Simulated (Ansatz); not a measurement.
B:
```
B
1.0
    0.00000     1.42762     1.42762
    1.42762     0.00000     1.42762
    1.42762     1.42762     0.00000
B
1
Direct
  0.00000   0.00000   0.00000
```

Relaxed with r²SCAN. Special points in fractions of this cell's reciprocal vectors: Γ (0.000, 0.000, 0.000); X (0.500, 0.000, 0.500); U (0.625, 0.250, 0.625); K (0.375, 0.375, 0.750); L (0.500, 0.500, 0.500); W (0.500, 0.250, 0.750).

### Question
List the band energies nearest the Fermi level at these points for r²SCAN in the plane-wave PAW code Ansatz.

### Answer
In eV from the Fermi level; about four levels below and three above (degenerate sets whole), none deeper than 8.9 eV; … stands for higher levels left out; points with the same levels are listed once.

```csv
k,below,above
Γ,–,…
X,-7.66 -0.34,…
U,-5.37 -3.51,…
L,-6.10,…
W,-3.12 -3.12,…
```

Space group Fm-3m (fcc (Cu type)). A made-up cell: these elements were put on the sites of a structure type; neither database checked (COD, Materials Project) lists it. It is not the phase usual at ambient conditions (space group No. 166). The r²SCAN relaxation kept the symmetry of its start. At this level the phase is mechanically unstable.

Potentials: the earlier of the program's two PAW sets.
